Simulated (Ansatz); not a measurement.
Given:

BaAlSiH:
```cif
data_HAlBaSi
_chemical_formula_sum 'Ba1 Al1 Si1 H1'
_space_group_name_H-M_alt 'P 1'
_space_group_IT_number 1
_cell_length_a 4.31840
_cell_length_b 4.31840
_cell_length_c 5.25584
_cell_angle_alpha 90.000
_cell_angle_beta 90.000
_cell_angle_gamma 120.000
loop_
_space_group_symop_operation_xyz
  'x, y, z'
loop_
_atom_site_label
_atom_site_type_symbol
_atom_site_fract_x
_atom_site_fract_y
_atom_site_fract_z
_atom_site_occupancy
Ba1 Ba 0.00000 0.00000 0.00136 1
Al1 Al 0.66667 0.33333 0.46337 1
Si1 Si 0.33333 0.66667 0.54317 1
H1 H 0.66667 0.33333 0.13501 1
```

This is the r²SCAN-relaxed structure.

### Question
All from the program Ansatz at the r²SCAN level (PAW), unless another level is named. Estimate the band gap.

### Answer
0.96 eV (indirect).

### Question
Predict the formation energy from the elements (no fitted shifts).

### Answer
-0.55 eV/atom.

### Question
Give the HSE06 gap on the r²SCAN cell.

### Answer
1.19 eV.

### Question
What about the smallest direct gap on the standard path?

### Answer
1.39 eV.

Space group P3m1. The workflow started from a Materials Project entry (that database holds measured and hypothetical structures alike); the Crystallography Open Database copy checked does not list it. Its standing as an ambient phase is unchecked. Symmetry was held in the r²SCAN relaxation; whether a distortion lowers the energy is not shown. The references are the lowest solids computed at this level, not always the standard phases (solids in place of the gases). Scalar-relativistic: spin–orbit coupling is off unless named, which matters more the heavier the elements.

Potentials: the later of the program's two PAW sets.
